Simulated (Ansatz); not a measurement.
AgI:
```cif
data_Ag2I2
_chemical_formula_sum 'Ag2 I2'
_space_group_name_H-M_alt 'P63mc'
_space_group_IT_number 186
_space_group_name_Hall 'P 6c -2c'
_cell_length_a 4.48567
_cell_length_b 4.48567
_cell_length_c 7.33888
_cell_angle_alpha 90.000
_cell_angle_beta 90.000
_cell_angle_gamma 120.000
loop_
_atom_site_label
_atom_site_type_symbol
_atom_site_symmetry_multiplicity
_atom_site_Wyckoff_symbol
_atom_site_fract_x
_atom_site_fract_y
_atom_site_fract_z
_atom_site_occupancy
Ag1 Ag 2 b 0.33333 0.66667 0.00261 1
I1 I 2 b 0.33333 0.66667 0.37729 1
```

Relaxed with LDA.

Problem. Which orbitals make up the states near the band edges in plane-wave PAW LDA (Ansatz code)?

Solution. Top 1 eV of the valence band: I 5p 65 %, Ag 4d 32 %. Bottom 1 eV of the conduction band: Ag 5s 66 %, I 5p 16 %, I 5s 14 %. Projections are on Löwdin-orthogonalised atomic valence shells; empty p or d shells of many metals are not among them.

Problem. Tabulate the density of states.

Solution. States/eV per cell of 4 atoms, in 0.25 eV bins, energy from the valence-band maximum.

| E (eV) | total | Ag 4d | I 5p | Ag 5s |
|---|---|---|---|---|
| -7.85 | 0.00 | 0.00 | 0.00 | 0.00 |
| -7.60 | 0.00 | 0.00 | 0.00 | 0.00 |
| -7.35 | 0.00 | 0.00 | 0.00 | 0.00 |
| -7.10 | 0.00 | 0.00 | 0.00 | 0.00 |
| -6.85 | 0.00 | 0.00 | 0.00 | 0.00 |
| -6.60 | 0.00 | 0.00 | 0.00 | 0.00 |
| -6.35 | 0.00 | 0.00 | 0.00 | 0.00 |
| -6.10 | 0.00 | 0.00 | 0.00 | 0.00 |
| -5.85 | 0.00 | 0.00 | 0.00 | 0.00 |
| -5.60 | 0.00 | 0.00 | 0.00 | 0.00 |
| -5.35 | 0.00 | 0.00 | 0.00 | 0.00 |
| -5.10 | 0.00 | 0.00 | 0.00 | 0.00 |
| -4.85 | 11.88 | 4.34 | 6.02 | 1.43 |
| -4.60 | 15.16 | 8.45 | 6.04 | 0.59 |
| -4.35 | 18.91 | 10.76 | 7.49 | 0.54 |
| -4.10 | 2.06 | 1.20 | 0.79 | 0.05 |
| -3.85 | 0.00 | 0.00 | 0.00 | 0.00 |
| -3.60 | 6.45 | 6.35 | 0.05 | 0.02 |
| -3.35 | 25.56 | 24.81 | 0.34 | 0.27 |
| -3.10 | 5.58 | 4.89 | 0.37 | 0.13 |
| -2.85 | 4.05 | 3.00 | 0.69 | 0.19 |
| -2.60 | 3.13 | 1.96 | 0.91 | 0.13 |
| -2.35 | 2.97 | 1.56 | 1.17 | 0.12 |
| -2.10 | 4.00 | 1.82 | 1.92 | 0.12 |
| -1.85 | 4.66 | 1.88 | 2.52 | 0.10 |
| -1.60 | 3.87 | 1.45 | 2.20 | 0.08 |
| -1.35 | 5.66 | 1.99 | 3.42 | 0.07 |
| -1.10 | 5.77 | 1.96 | 3.60 | 0.05 |
| -0.85 | 4.05 | 1.33 | 2.60 | 0.03 |
| -0.60 | 2.43 | 0.78 | 1.58 | 0.02 |
| -0.35 | 1.40 | 0.44 | 0.94 | 0.00 |
| -0.10 | 0.42 | 0.13 | 0.29 | 0.00 |
| 0.15 | 0.00 | 0.00 | 0.00 | 0.00 |
| 0.40 | 0.00 | 0.00 | 0.00 | 0.00 |
| 0.65 | 0.00 | 0.00 | 0.00 | 0.00 |
| 0.90 | 0.00 | 0.00 | 0.00 | 0.00 |
| 1.15 | 0.00 | 0.00 | 0.00 | 0.00 |
| 1.40 | 0.02 | 0.00 | 0.00 | 0.02 |
| 1.65 | 0.08 | 0.00 | 0.01 | 0.05 |
| 1.90 | 0.13 | 0.00 | 0.02 | 0.08 |
| 2.15 | 0.20 | 0.00 | 0.04 | 0.13 |
| 2.40 | 0.35 | 0.00 | 0.07 | 0.22 |
| 2.65 | 0.73 | 0.01 | 0.13 | 0.44 |
| 2.90 | 1.87 | 0.01 | 0.31 | 1.01 |
| 3.15 | 2.69 | 0.02 | 0.46 | 1.39 |
| 3.40 | 3.36 | 0.02 | 0.58 | 1.56 |
| 3.65 | 3.28 | 0.02 | 0.59 | 1.46 |
| 3.90 | 1.80 | 0.01 | 0.35 | 0.81 |
| 4.15 | 1.35 | 0.01 | 0.26 | 0.56 |
| 4.40 | 0.46 | 0.00 | 0.06 | 0.12 |
| 4.65 | 3.34 | 0.03 | 0.25 | 0.42 |
| 4.90 | 5.48 | 0.04 | 0.34 | 0.53 |
| 5.15 | 3.25 | 0.02 | 0.19 | 0.31 |
| 5.40 | 2.17 | 0.01 | 0.11 | 0.19 |
| 5.65 | 1.76 | 0.01 | 0.06 | 0.12 |

Space group P6_3mc (wurtzite). The cell was relaxed with LDA under the symmetry of its start; of distortions, only those at the zone centre were tested. The run is not spin-polarised. Scalar-relativistic: spin–orbit coupling is off unless named, which matters more the heavier the elements.

Potentials: the later of the program's two PAW sets.
